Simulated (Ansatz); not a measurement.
Input for Ansatz (plane-wave DFT, PAW):

```yaml
crystal:
  lattice:
    - [3.9595253898, 0.0, 0.0]
    - [0.0, 3.9595253898, 0.0]
    - [0.0, 0.0, 14.0676372279]
  atoms:
    - { symbol: Bi, position: [0.0, 0.5, 0.865255362] }
    - { symbol: Bi, position: [0.5, 0.0, 0.134744638] }
    - { symbol: Bi, position: [0.5, 0.0, 0.5888183058] }
    - { symbol: Bi, position: [0.0, 0.5, 0.4111816942] }
    - { symbol: S, position: [0.5, 0.0, 0.8925720573] }
    - { symbol: S, position: [0.0, 0.5, 0.1074279427] }
    - { symbol: S, position: [0.0, 0.5, 0.6870271818] }
    - { symbol: S, position: [0.5, 0.0, 0.3129728182] }
    - { symbol: O, position: [0.0, 0.0, 0.5] }
    - { symbol: O, position: [0.5, 0.5, 0.5] }
basis:
  ecutwfc: 500
kpoints:
  mp_grid: { grid: [8, 8, 2] }
  band_path:
    path:
      - [[0.0, 0.0, 0.0], [0.0, 0.5, 0.0], [0.5, 0.5, 0.0], [0.0, 0.0, 0.0], [0.0, 0.0, 0.5], [0.0, 0.5, 0.5], [0.5, 0.5, 0.5], [0.0, 0.0, 0.5]]
      - [[0.0, 0.5, 0.0], [0.0, 0.5, 0.5]]
      - [[0.5, 0.5, 0.0], [0.5, 0.5, 0.5]]
    npoints: 14
hamiltonian:
  xc: r2scan
scf:
  occupations: { method: gaussian, width: 0.02 }
  n_extra_bands: 25
output:
  forces: true
  stress: true
  eigenvalues: true
  populations: true
  dos: { projected: true, de: 0.02, nscf_kmesh: { grid: [12, 12, 3] } }
  bader: true
  write_density: true
  write_potential: true
  elf: true
  volumetric_format: npy
```

Run as
```bash
ansatz run input.yaml --threads 2 --pin off --max-ram 5120MiB --backend cpu --events-out ev --progress --plain --runs-dir out
```

These are results of DFT r2SCAN, scalar-relativistic, plane waves, PAW in Ansatz 0.2.0, not measurements.

Abridged output (final results; tables in files aren't shown):

```
SCF 1 converged in 9 iterations: F = -54406.885504 eV  dr2 = 6.07e-9
SCF converged after 9 iterations
Free energy (F): -54406.885504 eV
Harris-Foulkes:  -54406.885504 eV  (|F-HF|=3.14e-9)
Internal energy: -54406.885504 eV  (E = F + TS)
E sigma→0 (E₀):  -54406.885504 eV
Fermi energy:    8.976406 eV
--- Per-component energies (eV) ---
  E_band       = -489.381651
  E_kinetic    = 1976.379109
  E_local      = -8918.734291  (includes V_loc(G=0)·N_el)
  E_nonlocal   = 2467.546494
  E_hartree    = 3202.982862
  E_xc         = -1080.174173
  E_vxc        = -1217.182580  (∫ρ·V_xc dr)
  E_paw        = -45511.265794  (= ΣΔE_a)
  E_vpaw       = -1276.820244  (= ΣTr[D̂ρ^β])
  E_aug_tail   = 0.000812  (compensation charges beyond the density's cutoff)
  E_vtau       = 73.467165  (kinetic-family band-sum trace: ∫τ·v_τ [+ j·A + Jᵃ·Aᵃ] dr)
  E_ewald      = -6546.619761
  E_core_change = 2.999240  (= ΣΔE_core)
  E_smearing   =  0.000000  (= −TS)
--- Forces (eV/Å), atoms counted from 1 ---
  atom   1  Bi     0.00000000     0.00000000    -0.00017369
  atom   2  Bi     0.00000000     0.00000000     0.00017369
  atom   3  Bi     0.00000000     0.00000000     0.00361779
  atom   4  Bi     0.00000000     0.00000000    -0.00361779
  atom   5  S      0.00000000     0.00000000    -0.00076341
  atom   6  S      0.00000000     0.00000000     0.00076341
  atom   7  S      0.00000000     0.00000000     0.00357164
  atom   8  S      0.00000000     0.00000000    -0.00357164
  atom   9  O      0.00000000     0.00000000     0.00000000
  atom  10  O      0.00000000     0.00000000     0.00000000
--- Stress (GPa, compression-positive) ---
        0.006295       0.000000       0.000000
        0.000000       0.006295       0.000000
        0.000000       0.000000       0.009245
  P = ⅓ Tr σ = 0.0073 GPa (0.073 kbar)
--- Band table (eV; the first three rows and the last of 30) ---
  k-point 0: bands = ["-15.3500", "-15.3493", "-15.3060", "-15.3055", "-15.2952", "-15.2919", "-15.2374", "-15.2291", "-15.2291", "-15.2262", "-15.2262", "-15.0392", "-15.0358", "-15.0358", "-15.0185", "-15.0106", "-14.9828", "-14.9728", "-14.9728", "-14.9572", "-11.7201", "-9.4371", "-6.2630", "-5.9473", "-4.3242", "-4.0911", "-1.6249", "-0.2426", "0.2434", "1.2092", "3.0068", "3.0068", "4.3647", "4.8944", "4.8944", "5.2070", "5.2070", "5.6542", "5.7661", "5.9191", "5.9191", "6.6974", "7.1104", "7.1104", "7.2292", "7.3196", "7.4531", "7.4531", "10.0812", "10.8937", "12.5592", "12.7337", "12.7337", "13.0219", "13.5345", "13.6021", "13.6021", "13.7278", "14.1097", "14.1097", "15.2294", "15.22 ...
  k-point 1: bands = ["-15.3500", "-15.3493", "-15.3060", "-15.3055", "-15.2952", "-15.2919", "-15.2374", "-15.2290", "-15.2290", "-15.2262", "-15.2262", "-15.0392", "-15.0358", "-15.0358", "-15.0185", "-15.0106", "-14.9828", "-14.9728", "-14.9728", "-14.9572", "-11.7200", "-9.4371", "-6.2765", "-5.9214", "-4.4380", "-3.9756", "-1.6226", "-0.4395", "0.6085", "1.0186", "3.0069", "3.0069", "4.3220", "4.8830", "4.8830", "5.2243", "5.2243", "5.7661", "5.8468", "5.9157", "5.9157", "6.5846", "7.0909", "7.0909", "7.1394", "7.3173", "7.4703", "7.4703", "10.1750", "10.9923", "12.5587", "12.8192", "12.8192", "13.0305", "13.1589", "13.3531", "13.3531", "13.6981", "14.3319", "14.3319", "15.1735", "15.17 ...
  k-point 2: bands = ["-15.3457", "-15.3450", "-15.3091", "-15.3086", "-15.2920", "-15.2889", "-15.2326", "-15.2307", "-15.2287", "-15.2282", "-15.2261", "-15.0395", "-15.0347", "-15.0289", "-15.0195", "-15.0072", "-14.9908", "-14.9902", "-14.9679", "-14.9585", "-11.6195", "-9.4995", "-6.1378", "-5.8273", "-4.2443", "-4.0475", "-1.7645", "-0.4873", "-0.1313", "0.8257", "3.0438", "3.1084", "4.1648", "4.9444", "5.0491", "5.3569", "5.4471", "5.7284", "5.8035", "5.9304", "6.0300", "6.3989", "7.0513", "7.1700", "7.1801", "7.3348", "7.4853", "7.5162", "10.6210", "11.1980", "12.2928", "12.4234", "12.4913", "12.7052", "13.0365", "13.0659", "13.6364", "13.6924", "13.7558", "14.5797", "14.7103", "14.8 ...
  k-point 29: bands = ["-15.3653", "-15.3653", "-15.2869", "-15.2869", "-15.2586", "-15.2586", "-15.2400", "-15.2400", "-15.2360", "-15.2360", "-15.2224", "-15.2224", "-15.0165", "-15.0165", "-14.9829", "-14.9829", "-14.9696", "-14.9696", "-14.9567", "-14.9567", "-10.1779", "-10.1779", "-4.0667", "-4.0667", "-3.7501", "-3.7501", "-2.3722", "-2.3722", "-1.2059", "-1.2059", "2.6992", "2.6992", "3.1403", "3.1403", "3.3201", "3.3201", "4.4627", "4.4627", "5.5482", "5.5482", "5.7357", "5.7357", "6.6789", "6.6789", "6.7051", "6.7051", "7.1641", "7.1641", "11.7499", "11.7499", "12.4386", "12.4386", "12.6782", "12.6782", "13.3840", "13.3840", "14.2814", "14.2814", "14.8688", "14.8688", "15.5782", "1 ...
--- Löwdin populations: 10 sites ---
  site symbol q [e]
     0     Bi     14.1281
     1     Bi     14.1281
     2     Bi     13.6581
     3     Bi     13.6581
     4      S      6.5760
     5      S      6.5760
     6      S      6.5863
     7      S      6.5863
     8      O      6.8367
     9      O      6.8367
  spilling = 0.004473 (of n_electrons = 96.000000)
--- Bader charges: 10 sites ---
  site symbol charge [e]  shift [e]
     0     Bi      1.3280     0.0012
     1     Bi      1.3280     0.0012
     2     Bi      1.8433     0.0013
     3     Bi      1.8433     0.0013
     4      S     -0.9738     0.0000
     5      S     -0.9738     0.0000
     6      S     -0.9654     0.0012
     7      S     -0.9654     0.0012
     8      O     -1.2322     0.0013
     9      O     -1.2322     0.0013
  estimated error of the sums over rays = 3.2e-4 e
```

Self-consistency was reached.

It took 2.4 min on 2 threads of Arm Neoverse V2, with other jobs on the host, peak memory 1.8 GiB.

Spin–orbit coupling is left out, which can shift energies with elements as heavy as these.